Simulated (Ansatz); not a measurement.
Sc (fcc (Cu type), Fm-3m) under volume change, plane-wave PAW PBEsol (Ansatz code), scaled uniformly.

```csv
V (Å³/atom),E − E(relaxed) (meV/atom),P (GPa)
21.461,36.5,5.90
22.169,?,?
22.876,3.7,1.72
23.584,0.0,0.00
24.291,3.4,-1.52
24.999,?,?
25.706,28.4,-4.04
```

### Question
Fill in the missing entries.

### Answer

- 22.169, E − E(relaxed) (meV/atom): 15.5
- 22.169, P (GPa): 3.67
- 24.999, E − E(relaxed) (meV/atom): 13.1
- 24.999, P (GPa): -2.85

### Question
What does a third-order Birch–Murnaghan fit give for V₀, B₀ and B′?

### Answer
V₀ = 23.58 Å³/atom, B₀ = 53.8 GPa, B′ = 3.2.

The workflow started from an entry of the Crystallography Open Database (COD), which files this formula under 2 space groups. It is not the phase usual at ambient conditions (space group No. 194). The cell was relaxed with PBEsol under the symmetry of its start; its stability against distortions is not shown here. The run is not spin-polarised.

Potentials: the later of the program's two PAW sets.
